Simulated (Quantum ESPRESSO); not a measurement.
# Fitting the PBE energy curve of TiN

```
CELL_PARAMETERS angstrom
0.00000 2.12000 2.12000
2.12000 0.00000 2.12000
2.12000 2.12000 0.00000
ATOMIC_POSITIONS crystal
Ti 0.00000 0.00000 0.00000
N 0.50000 0.50000 0.50000
```

The cell was built by a generator and isn't the measured one.

The cell was scaled at fixed shape and fractions and run with Quantum ESPRESSO, GBRV 1.5 PBE, cutoff 612 eV; PBE, k mesh 16 × 16 × 16 on the cell of 2 atoms, methfessel-paxton occupations of 0.2 eV, no spin polarisation, no spin-orbit coupling. Energies are those that the program minimises, any entropy of the smearing included. For a metal such a mesh isn't converged to the digits shown.

| V (Å³/atom) | energy over the lowest row (meV/atom) |
| --- | --- |
| 8.9564 | 39.17 |
| 9.1470 | 18.06 |
| 9.3376 | ? |
| 9.5281 | 0.00 |
| 9.7187 | 1.47 |
| 9.9093 | 9.02 |
| 10.0998 | 22.05 |

Problem. Fit the third-order Birch-Murnaghan form, give V0, B0 and B′, and predict the energy left open.

Solution. With y = (V0/V)^(2/3), E = E0 + (9 V0 B0/16) [(y - 1)³ B′ + (y - 1)² (6 - 4y)]. Least squares through the rows shown give V0 = 9.5794 Å³/atom, E0 = -0.24 meV, B0 = 277.1 GPa (1 eV/Å³ = 160.218 GPa) and B′ = 4.24, with a largest miss of 0.01 meV. At V = 9.3376 the form with these constants gives 5.28 meV; the run gave 5.29 meV an atom.
